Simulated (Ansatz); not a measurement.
**Relaxing a structure of Ru**

The start is a generated cell, Ru placed in the dhcp structure type. The cell and all atomic positions are relaxed at zero pressure with r2SCAN (plane waves to 500 eV, PAW, scalar-relativistic; Ansatz, a quantum-chemistry and plane-wave program). The first steps use a coarse 14×14×4 k-mesh.

Input geometry:
```
CELL_PARAMETERS angstrom
      2.68608     0.00000     0.00000
     -1.34304     2.32621     0.00000
      0.00000     0.00000     8.64248
ATOMIC_POSITIONS crystal
  Ru 0.00000 0.00000 0.00000
  Ru 0.00000 0.00000 0.50000
  Ru 0.33333 0.66667 0.25000
  Ru 0.66667 0.33333 0.75000
```

```json
{
  "outcome": "The space group stays P6₃/mmc (No. 194) (the run could not lower it); the end is AFLOW prototype A_hP4_194_ac (A3', as in La), with 4 atoms in the primitive cell",
  "energy_released": "under 0.01 eV/atom",
  "volume_change": "+0.3 %, from 13.50 to 13.54 Å³/atom",
  "Shortest distances (start → end)": "The closest pairs of elements (up to four, under 3.6 Å), start → end: Ru–Ru 2.66 → 2.66 Å",
  "band_gap_at_the_end": "no gap (metallic)",
  "optimiser_moves": "4"
}
```

Final structure:

Space group P6₃/mmc (No. 194); a = 2.6904 Å, b = 2.6904 Å, c = 8.6422 Å, α = 90.00°, β = 90.00°, γ = 120.00°

| atom | site | symmetry | x | y | z |
|---|---|---|---|---|---|
| Ru | 2a | -3m. | 0.0000 | 0.0000 | 0.0000 |
| Ru | 2c | -6m2 | 0.3333 | 0.6667 | 0.2500 |

Final values are on a 20×20×6 k-mesh of the relaxed cell. No spin polarisation in the result.

The run could not lose the symmetry of its start: the end is stationary, and may be a saddle point rather than a minimum.

All atoms sit on sites fixed by symmetry, so only the cell could relax.

The relaxed structure here is a generated cell of Ru: the first start was made by placing the elements on the sites of a structure type, and the end was not matched to a known phase here, so it may be hypothetical. A known form of Ru has the same space group but another cell.
